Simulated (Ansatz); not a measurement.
Put BaZnH4 in P4/mmm (No. 123): Ba on 1d; Zn on 1a; H on 2g and 2f. The guess for BaZnH4 was made by a generator: perovskite family, Dion-Jacobson layers, n = 1 (A site Ba; B site Zn; X site H).

These are results of DFT PBE, scalar-relativistic, plane waves, PAW (Ansatz 0.2.0), not measurements. Cutoff 420 eV, Γ-centred mesh, Gaussian smearing, no spin polarisation.

Energies over the elements count from the elements' standard structures at the same level (H₂ as a molecule), with no fitted energy shifts.

Q: Predict the relaxed structure.

A:

Space group P4/mmm (No. 123). a = 3.778 Å, b = 3.778 Å, c = 5.051 Å, α = 90.00°, β = 90.00°, γ = 90.00°
```json
{"atom": "Ba", "site": "1d", "symmetry": "4/mmm", "x": "0.5000", "y": "0.5000", "z": "0.5000"}
{"atom": "Zn", "site": "1a", "symmetry": "4/mmm", "x": "0.0000", "y": "0.0000", "z": "0.0000"}
{"atom": "H", "site": "2g", "symmetry": "4mm", "x": "0.0000", "y": "0.0000", "z": "0.6725"}
{"atom": "H", "site": "2f", "symmetry": "mmm.", "x": "0.5000", "y": "0.0000", "z": "0.0000"}
```

Ba has 8 H at 2.81 Å, 8 H at 3.15 Å and 8 Zn at 3.68 Å; around Zn lie 2 H at 1.65 Å, 4 H at 1.89 Å, 2 H at 3.40 Å and 8 Ba at 3.68 Å; around H on a site of symmetry 4mm lie 1 Zn at 1.65 Å, 1 H at 1.74 Å, 4 H at 2.51 Å and 4 Ba at 2.81 Å; around H on a site of symmetry mmm lie 2 Zn at 1.89 Å, 4 H at 2.51 Å, 4 H at 2.67 Å and 4 Ba at 3.15 Å. Another local minimum with the same sites may exist.

Q: Where does its energy lie, and is it a metal?

A: The formation energy is −0.13 eV/atom. The gap on the 10×10×8 mesh of the 6-atom cell is 0 eV (the bands overlap slightly). Whether it is stable depends on the other phases of the system, which aren't compared here.

The last run used Gaussian smearing of 0.10 eV. The zero gap may come from the functional, which often closes small gaps, or the cell may be a true semimetal. With hydrogen, zero-point motion can shift formation energies by some tens of meV/atom. A structure relaxed within its symmetry needn't be a true minimum.
